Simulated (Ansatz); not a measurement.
Clean, relaxed (001) surface of Co, space group P6_3/mmc (No. 194) (top face towards +c; atoms held fixed, by place in the list: 1, 2):

```yaml
crystal:
  lattice:
    - [2.45642, 0.00000, 0.00000]
    - [-1.22821, 2.12732, 0.00000]
    - [0.00000, 0.00000, 22.95412]
  atoms:
    - { symbol: Co, position: [0.66667, 0.33333, 0.37030] }
    - { symbol: Co, position: [0.33333, 0.66667, 0.45677] }
    - { symbol: Co, position: [0.66667, 0.33333, 0.54528] }
    - { symbol: Co, position: [0.33333, 0.66667, 0.62896] }
```

These are results of DFT PBEsol, scalar-relativistic, plane waves, PAW (Ansatz), not measurements. Cutoff 420 eV; k points 12×12×1 on the computed 4-atom cell (Γ-centred); Gaussian smearing, width 0.10 eV; collinear spin from starting moments 1.8 1.8 1.8 1.8 μB. The cell repeats along c with a dipole correction in the vacuum.

C (atom) is adsorbed on the top face, one adsorbate per 5.2 Å², and relaxed from 3 starting sites (fractions of a and b). E_ads counts from the clean slab and the free adsorbate (spin-polarised where it has unpaired electrons); negative means bound. Heights count from the highest slab atom after relaxation. Δφ is the top face's. Δp counts per cell along +c. Bonded neighbours lie within 1.25 times the sum of covalent radii (1.35 for H) and, on that scale, within 12 % of the closest. With the adsorbate the cell is lengthened along c to keep the vacuum.

```
                            start ends at E_ads (eV) height (Å) shortest contact  Δφ (eV)  Δp (e·Å)
         top (Co) at (0.33, 0.67) (0.33, 0.67), 1 bonded neighbour (Co)       -4.91        1.65       C–Co 1.65 Å    +1.86    -0.053
hollow (Co-Co-Co) at (0.00, 0.00) (0.00, 0.00), 3 bonded neighbours (Co)       -5.99        1.07       C–Co 1.78 Å    +0.54    -0.017
   bridge (Co-Co) at (0.83, 0.67) (0.67, 0.33), 3 bonded neighbours (Co)       -6.05        1.06       C–Co 1.77 Å    +0.41    -0.013
```

Among the sites tried, the lowest end comes from the bridge (Co-Co) at (0.83, 0.67) start; other sites may lie lower.

Each end is the local minimum or symmetric point that its start leads to. The slab is only 6.0 Å thick, so the energies aren't converged with thickness.